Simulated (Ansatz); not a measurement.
## 5 guesses for MgZn2TeS2 and where they end

The calculation used DFT PBE, scalar-relativistic, plane waves, PAW in Ansatz. Settings: cutoff 420 eV, Γ-centred meshes spaced at most about 0.3 Å⁻¹, and about 0.25 Å⁻¹ or finer for metals (2π included), Gaussian smearing. No spin polarisation in the final relaxations.

Each guess was relaxed in cell and atoms at zero pressure, within the symmetry of its start. These are static total energies at zero pressure. Coordination counts S or Te atoms around Mg and Zn (for each partner element, those within 1.25 times its shortest distance or 1.15 times the sum of covalent radii, where it is the nearest in units of that sum or under 1.3; a plus sign parts groups by distance over the sum of covalent radii; the shortest distance is added where it exceeds 1.18 times the sum of covalent radii).

```tsv
guess	made from	start group	V start (Å³/atom)	end group	V end (Å³/atom)	coordination at the end	gap on mesh (eV)	E over the lowest end (meV/atom)
1	CeSi2Mo2C type	P4/mmm	18.5	P4/mmm	25.3	Mg 2, Zn 4 from 3.0 Å	0	809
2	LiCa2NiN2 type	Pmmm	22.0	Pmmm	23.9	Mg 4, Zn 4 from 2.8 Å	0	583
3	Nd2FeSi2Ru type	P-4m2	23.0	?	?	?	?	?
4	Ba2CuTeO2 type	P4/mmm	21.3	P4/mmm	25.7	Mg 2, Zn 4 from 3.2 Å	0	890
5	LiSmCu2P2 type	P-3m1	19.0	P-3m1	19.5	Mg 6, Zn 6	0	0
```

Guess 3 as it starts:

Space group P-4m2 (No. 115). a = 4.357 Å, b = 4.357 Å, c = 7.271 Å, α = 90.00°, β = 90.00°, γ = 90.00°
| atom | site | symmetry | x | y | z |
| --- | --- | --- | --- | --- | --- |
| Mg | 1a | -4m2 | 0.0000 | 0.0000 | 0.0000 |
| Zn | 2g | 2mm. | 0.5000 | 0.0000 | 0.8291 |
| Te | 1b | -4m2 | 0.5000 | 0.5000 | 0.0000 |
| S | 2g | 2mm. | 0.5000 | 0.0000 | 0.3182 |

Q: Fill in the missing row: what does this guess relax into, and where does it rank?

A: It ends in space group P-4m2 (No. 115), with a = 3.779 Å, c = 10.987 Å, 26.2 Å³/atom and a gap of 0.08 eV. It lies 294 meV/atom over the lowest end, above guess 5 and below guess 2. Counting S or Te atoms around Mg and Zn, this end has Mg 4, Zn 1+4 and the lowest (guess 5) has Mg 6, Zn 6.

```yaml
crystal:
  lattice:
    - [3.77901, 0.00000, 0.00000]
    - [0.00000, 3.77901, 0.00000]
    - [0.00000, 0.00000, 10.98701]
  atoms:
    - { symbol: Mg, position: [0.00000, 0.00000, 0.00000] }
    - { symbol: Zn, position: [0.50000, 0.00000, 0.58993] }
    - { symbol: Zn, position: [0.00000, 0.50000, 0.41007] }
    - { symbol: Te, position: [0.50000, 0.50000, 0.00000] }
    - { symbol: S, position: [0.50000, 0.00000, 0.37656] }
    - { symbol: S, position: [0.00000, 0.50000, 0.62344] }
```

Energies over the elements count from the elements' standard structures at the same level, with no fitted energy shifts.

Q: Is the lowest end bound against the elements?

A: Yes: its formation energy is −0.65 eV/atom. A negative formation energy is needed for stability but isn't enough: competing phases decide.

Weakly bound directions are ill-defined at this level, which has no dispersion term (P-4m2), and this can change margins and order among such cells. These runs have no spin–orbit coupling, which can matter for Te. The reference forms of S and Te are held partly by dispersion forces, which this level lacks. Cells relaxed within their symmetry can be saddle points. A lower structure may well exist outside this small set. Some structure types and database cells were kept out of the candidates from the start, so a known form may be missing.
